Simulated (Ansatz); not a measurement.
Suppose Si2N takes space group P-3m1 (No. 164), with Si on 2c, 1a and 1b; N on 2d. The cell of Si2N is invented: ordered vacancies on the anion sites of nickel arsenide (occupants of the shared sites, in ratio, N: 2, vacant: 2).

All numbers below come from DFT PBE, scalar-relativistic, plane waves, PAW in Ansatz 0.2.0. Cutoff 420 eV, Γ-centred mesh, Gaussian smearing, no spin polarisation.

Formation energies are uncorrected and refer to the elements' standard structures at the same level (N₂ as a molecule).

**Question.** Which cell and coordinates does it relax to?

**Answer.**

Space group P-3m1 (No. 164). a = 2.719 Å, b = 2.719 Å, c = 10.780 Å, α = 90.00°, β = 90.00°, γ = 120.00°
```json
{"atom": "Si", "site": "2c", "symmetry": "3m.", "x": "0.0000", "y": "0.0000", "z": "0.7431"}
{"atom": "Si", "site": "1a", "symmetry": "-3m.", "x": "0.0000", "y": "0.0000", "z": "0.0000"}
{"atom": "Si", "site": "1b", "symmetry": "-3m.", "x": "0.0000", "y": "0.0000", "z": "0.5000"}
{"atom": "N", "site": "2d", "symmetry": "3m.", "x": "0.3333", "y": "0.6667", "z": "0.9047"}
```

Around Si on a site of symmetry 3m lie 3 N at 2.34 Å and 8 Si at 2.62–2.77 Å; Si on a site of symmetry -3m has 6 N at 1.88 Å and 8 Si at 2.72–2.77 Å; Si on a second site of symmetry -3m is surrounded by 8 Si at 2.62–2.72 Å; N has 3 Si at 1.88 Å and 3 Si at 2.34 Å. Another local minimum with the same sites may exist.

**Question.** Where does its energy lie, and is it a metal?

**Answer.** The formation energy is +0.28 eV/atom. The gap on the 18×18×4 mesh of the 6-atom cell is 0 eV (a metal). It can't be a ground state, since the elements alone are lower.

The last run used Gaussian smearing of 0.10 eV. Symmetry constrained the relaxation, so the result can be a saddle point.
